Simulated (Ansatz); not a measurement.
## KLuS₂ single point

Input file of Ansatz 0.2.0:

```yaml
crystal:
  lattice:
    - [3.988164, 0.0, 0.0]
    - [-1.994082, 3.453857, 0.0]
    - [-1.994082, 1.151286, 7.362632]
  atoms:
    - { symbol: Lu, position: [0.5, 0.5, 0.5] }
    - { symbol: K, position: [0.0, 0.0, 0.0] }
    - { symbol: S, position: [0.23369, 0.76631, 0.70107] }
    - { symbol: S, position: [0.76631, 0.23369, 0.29893] }
  symmetry: { tolerance: 0.0003 }
kpoints:
  mp_grid: { grid: [8, 8, 8], shift: [0, 0, 0] }
  band_path:
    path:
      - [0.0, 0.0, 0.0]
      - [0.0, 0.0, 0.5]
      - [0.63406513, -0.31703257, 0.18296743]
      - [0.68296743, -0.36593487, -0.18296743]
      - [0.5, 0.0, 0.0]
      - [0.0, 0.0, 0.0]
      - [0.68296743, -0.34148372, -0.34148372]
      - [0.65851628, -0.34148372, 0.0]
      - [0.5, -0.5, 0.0]
      - [0.0, 0.0, 0.0]
    npoints: 6
magnetization:
  spin_polarized: false
scf:
  occupations: { method: fermi_dirac }
  lower_state_search: "off"
  max_iter: 200
hamiltonian:
  pseudopotentials: { kind: paw }
  xc: r2scan
basis:
  ecutwfc: 500
  fft_grid_basis: typed
output:
  forces: true
  stress: true
  eigenvalues: true
  bader: true
  populations: true
  elf: true
  write_potential: true
  volumetric_format: npy
  dos:
    e_range: [-12, 8]
    de: 0.05
    projected: { site_lists: { K: [K], Lu: [Lu], S: [S] } }
checkpoint:
  read: saved_state
```

The saved state is an earlier solution for the same cell, perhaps on another mesh. 

Excerpt of what it printed:

```
Warning: crystal.lattice misses the space group found at crystal.symmetry.tolerance 3.0e-4 in a digit that the deck types, which is why this is a warning: making the lattice exact moves one of its numbers by a whole unit of that number's last typed decimal, or more. The operation that it misses by the most changes a squared length by the fraction 2.84e-6.
Lu: projections on atomic orbitals take those of the free atom [Kr 4d10] 4f14 5s2 5p6 5d1 6s2, of charge +0.00 (hamiltonian.pseudopotentials.projection_atoms); the dataset's partial waves leave at most 5.1e-5 of an orbital's norm unspanned inside its sphere
Pseudopotentials: kind: paw
Pseudopotential: Lu, paw, valence charge 25, recommended cutoff 500 eV (meta_gga), Lu.paw.azcp
Pseudopotential: K, paw, valence charge 9, recommended cutoff 500 eV (meta_gga), K.paw.azcp
Pseudopotential: S, paw, valence charge 6, recommended cutoff 500 eV (meta_gga), S.paw.azcp
Functional definition: r2SCAN
  exchange = r2scan_x(k0 = k0, k1 = k1, a1 = a1)
  correlation = r2scan_c
Crystal: 4 atoms, lattice volume = 101.417 Å³
Basis set: ecut = 500 eV, 2583 PW (Γ), exchange–correlation on 120×120×240 points (64 copies of the dense FFT grid, shifted against one another)
Bands: 28, of which v1, the nominal top of the filled ones, is band 23 counted from 1 (22 counted from 0)
Symmetry: 12 space group operations
Space group: R-3m (ITA 166), of the structure as read, at distance tolerance 1.4e-3 Å
k-points: 65 of 512
Initial density: read from a saved state, or passed on in memory by an earlier SCF of this step, an earlier step, the calling program or the single point that the run made first
Functional: x = r2scan, c = r2scan; τ floored in thin density (d = 2e-4 eV/Å³)
Free energy (F): -18106.3659 eV
Harris-Foulkes:  -18106.3659 eV  (|F-HF|=3.30e-8)
Internal energy: -18106.3659 eV  (E = F + TS)
E sigma→0 (E₀):  -18106.3659 eV
Entropy (-TS):    0.0000 eV (-0.000 meV/atom)
Fermi energy:    7.8270 eV
--- Per-component energies (eV) ---
  E_band       = -233.4964
  E_kinetic    = 886.3335
  E_local      = -9611.0152  (includes V_loc(G=0)·N_el)
  E_nonlocal   = 638.2801
  E_hartree    = 4078.7094
  E_xc         = -534.0311
  E_vxc        = -669.8198  (∫ρ·V_xc dr)
  E_paw        = -9389.5894  (= ΣΔE_a)
  E_vpaw       = 329.5226  (= ΣTr[D̂ρ^β])
  E_aug_tail   = 0.0000  (compensation charges beyond the density's cutoff)
  E_vtau       = 35.7750  (kinetic-family band-sum trace: ∫τ·v_τ [+ j·A + Jᵃ·Aᵃ] dr)
  E_ewald      = -4175.3150
  E_core_change = 0.2618  (= ΣΔE_core)
  E_smearing   =  0.0000  (= −TS)
--- Forces (eV/Å), atoms counted from 1 ---
  atom   1  Lu     0.0000     0.0000     0.0000
  atom   2  K      0.0000     0.0000     0.0000
  atom   3  S      0.0000     0.0000    -0.2666
  atom   4  S      0.0000     0.0000     0.2666
--- Stress (GPa, compression-positive) ---
       -1.7590       0.0000       0.0000
        0.0000      -1.7590       0.0000
        0.0000       0.0000      -1.7677
  P = ⅓ Tr σ = -1.7619 GPa (-17.619 kbar)
--- Löwdin populations: 4 sites ---
  site symbol       q [e]
     0     Lu     24.2807
     1      K      8.2532
     2      S      6.6666
     3      S      6.6666
  spilling = 0.0029 (of n_electrons = 46.0000)
```

Absolute energies hang on the potentials; compare differences alone.

Origin: a database entry at a rescaled volume.
